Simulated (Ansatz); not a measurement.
**Profile along the Zr–C line in ZrC (rock salt)**

ZrC (rock salt)

```cif
data_CZr
_chemical_formula_sum 'Zr1 C1'
_space_group_name_H-M_alt 'P 1'
_space_group_IT_number 1
_cell_length_a 3.33149
_cell_length_b 3.33149
_cell_length_c 3.33149
_cell_angle_alpha 60.000
_cell_angle_beta 60.000
_cell_angle_gamma 60.000
loop_
_space_group_symop_operation_xyz
  'x, y, z'
loop_
_atom_site_label
_atom_site_type_symbol
_atom_site_fract_x
_atom_site_fract_y
_atom_site_fract_z
_atom_site_occupancy
Zr1 Zr 0.00000 0.00000 0.00000 1
C1 C 0.50000 0.50000 0.50000 1
```

Fields along a shortest Zr–C line of a {100} plane (2.36 Å), from Zr to C, interpolated on the slice's grid (step about 0.2 Å). Method: r2SCAN (plane waves to 500 eV, PAW, scalar-relativistic; Ansatz, an electronic-structure program). k mesh 17×17×17. These are valence fields of a PAW run, semicore shells included where kept as valence: close to a nucleus they are smooth pseudo fields. ZrC is run without spin polarisation. ZrC was relaxed with its symmetry unable to fall.

| distance from Zr (Å) | valence electron density (e/Å³) | electron localisation function |
|---|---|---|
| 0.00 | 2.57 | x |
| 0.12 | 2.92 | x |
| 0.24 | 3.62 | x |
| 0.35 | 4.11 | x |
| 0.47 | 3.97 | x |
| 0.59 | 3.23 | 0.82 |
| 0.71 | 2.26 | 0.80 |
| 0.83 | 1.41 | 0.67 |
| 0.94 | 0.84 | 0.43 |
| 1.06 | 0.55 | 0.24 |
| 1.18 | 0.45 | 0.23 |
| 1.30 | 0.46 | 0.39 |
| 1.42 | 0.54 | 0.61 |
| 1.53 | 0.69 | 0.75 |
| 1.65 | 0.91 | 0.79 |
| 1.77 | 1.18 | 0.76 |
| 1.89 | 1.45 | x |
| 2.01 | 1.63 | x |
| 2.12 | 1.67 | x |
| 2.24 | 1.62 | x |
| 2.36 | 1.58 | x |

x: too close to a nucleus for the ELF to mean much.

Density on the Zr–C line (2.36 Å) at its density minimum, 1.2 Å from Zr: 0.44 e/Å³. ELF at that point: 0.3.
